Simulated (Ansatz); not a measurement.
# Al: relaxed-ion elastic tensor

Computed with DFT PBE, scalar-relativistic, plane waves, PAW (Ansatz). Settings: 420 eV plane-wave cutoff, Γ-centred 24×24×24 mesh, Fermi-Dirac smearing of 0.15 eV. No spin polarisation.

Equilibrium structure at this level:
```yaml
crystal:
  lattice:
    - [1.42915, 0.82512, 2.33363]
    - [-1.42915, 0.82512, 2.33363]
    - [0.00000, -1.65024, 2.33363]
  atoms:
    - { symbol: Al, position: [0.00000, 0.00000, 0.00000] }
```

The cell has the fcc type, in a space group that the Crystallography Open Database lists for this formula; it was reached from a generator's guess. In a metal, frequencies and elastic constants depend on the k mesh and the smearing, soft modes and shear constants most.

Question: Give the relaxed-ion elastic constants (GPa, Voigt order xx yy zz yz xz xy, on the Cartesian axes of the cell above).

Answer:
```
110.8  61.1  59.7   2.0   0.0   0.0
 61.1 110.8  59.7  -2.0   0.0   0.0
 59.7  59.7 112.3   0.0   0.0   0.0
  2.0  -2.0   0.0  23.4   0.0   0.0
  0.0   0.0   0.0   0.0  23.4   2.0
  0.0   0.0   0.0   0.0   2.0  24.9
```

Question: Is the crystal stable against homogeneous strain?

Answer: Yes: the least eigenvalue of the tensor is 22.0 GPa.

Question: And the moduli of a polycrystal (Hill averages)?

Answer: B = 77 GPa, G = 24 GPa, E = 66 GPa, ν = 0.36.
